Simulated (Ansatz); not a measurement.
What hybrid functionals make of CeO$_{2}$

```xyz
3
Lattice="0.0000 2.7049 2.7049 2.7049 0.0000 2.7049 2.7049 2.7049 0.0000" Properties=species:S:1:pos:R:3 pbc="T T T"
Ce    0.0000    0.0000    0.0000
O     1.3524    1.3524    1.3524
O     4.0573    4.0573    4.0573
```

All runs: Ansatz, plane waves and PAW, scalar-relativistic (no spin–orbit coupling), 4×4×4 k-mesh, Gaussian smearing of 0.05 eV, no spin polarisation. Semilocal reference PBE: gap 1.99 eV, pressure 5.6 GPa. The hybrids carry no U.

Question: What gap and pressure does HSE06 give at this geometry?

Answer: Gap 3.59 eV, pressure -1.7 GPa.

Question: And the other functionals?

Answer: 
| functional | gap | pressure (GPa) | cutoff (eV) | core-seconds |
| --- | --- | --- | --- | --- |
| HSE06-type hybrid with an exact-exchange fraction of 0.15 and a screening parameter of 0.3 Å⁻¹ | 2.74 eV | 1.2 | 420 | 19 |
| PBE0-type hybrid with an exact-exchange fraction of 0.1 | 2.88 eV | 2.6 | 420 | 17 |
| PBE0-type hybrid with an exact-exchange fraction taken as 1/ε∞ | 3.15 eV | 1.7 | 420 | 33 |
| r2SCAN0-type hybrid with an exact-exchange fraction taken as 1/ε∞ | 3.58 eV | -0.3 | 500 | 59 |
| HSE06 | 3.59 eV | -1.7 | 420 | 22 |
| HSE06-type hybrid with an exact-exchange fraction of 0.3 | 3.97 eV | -3.0 | 420 | 23 |
| PBE0-type hybrid with an exact-exchange fraction of 0.5 | 7.26 eV | -7.1 | 420 | 23 |

In the PBE0 form the gap grows almost linearly with the exact-exchange fraction, by 1.07 eV for each tenth. The dielectric-dependent PBE0 form takes the fraction 0.129 = 1/ε∞, that is ε∞ = 7.7. On shared hosts the hybrid runs at the reference's cutoff took roughly 14 to 27 times the core time of the semilocal one on the same mesh, with some more bands. Measured gap: 3.25 eV (optical; “Strengths of covalent bonds in LnO2 determined from O K-edge XANES spectra using a Hubbard model”, 2023, pmc:10646950); 3.23 eV (optical; “Strengths of covalent bonds in LnO2 determined from O K-edge XANES spectra using a Hubbard model”, 2023, pmc:10646950).

Caveats: core times come from shared hosts and scatter; gaps are read on a coarse mesh; stress loosely converged.
